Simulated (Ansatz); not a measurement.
# NaAu2 squeezed and stretched

A database entry relaxed whole under r2SCAN (Fd-3m):

```yaml
crystal:
  lattice:
    - [0.00000, 3.92370, 3.92370]
    - [3.92370, 0.00000, 3.92370]
    - [3.92370, 3.92370, 0.00000]
  atoms:
    - { symbol: Na, position: [0.00000, 0.00000, 0.00000] }
    - { symbol: Na, position: [0.25000, 0.25000, 0.25000] }
    - { symbol: Au, position: [0.62500, 0.62500, 0.62500] }
    - { symbol: Au, position: [0.12500, 0.62500, 0.62500] }
    - { symbol: Au, position: [0.62500, 0.62500, 0.12500] }
    - { symbol: Au, position: [0.62500, 0.12500, 0.62500] }
```

The cell was scaled uniformly, its shape held, and the atoms relaxed at each volume with plane-wave PAW DFT (Ansatz 0.2.0; r2SCAN, 500 eV, 8×8×8 Γ-centred mesh, fermi-dirac occupations of width 0.100 eV; no spin, no spin-orbit coupling). One row is withheld.

```
volume (Å³/atom)  energy over the lowest (meV/atom)  pressure (GPa)
          18.928                               22.4            6.24
          19.330                                9.7            3.92
          19.733                                  ?               ?
          20.136                                0.0            0.09
          20.538                                1.8           -1.48
          20.941                                7.2           -2.85
          21.344                               16.0           -4.05
```

**Question.** Fit the pressures of the other rows to the third-order Birch-Murnaghan form.

**Answer.** With f = [(V₀/V)^(2/3) − 1]/2 and P = 3B₀f(1 + 2f)^(5/2)[1 + 3(B₀′ − 4)f/2], least squares gives V₀ = 20.16 Å³ an atom, B₀ = 83.2 GPa and B₀′ = 5.6; the rows miss the fit by less than 0.01 GPa. The slope of the energies differs from these pressures by less than 0.05 GPa.

**Question.** What does the withheld row hold?

**Answer.** The fit gives 1.88 GPa at 19.733 Å³; the run gave 1.88 GPa and 2.4 meV an atom.

Caveats: the shape of the cell was held; 0 K, fixed nuclei; the symmetry was kept, and this need not be the phase that is stable at 0 K; one mesh for all volumes; pressure is positive in compression.
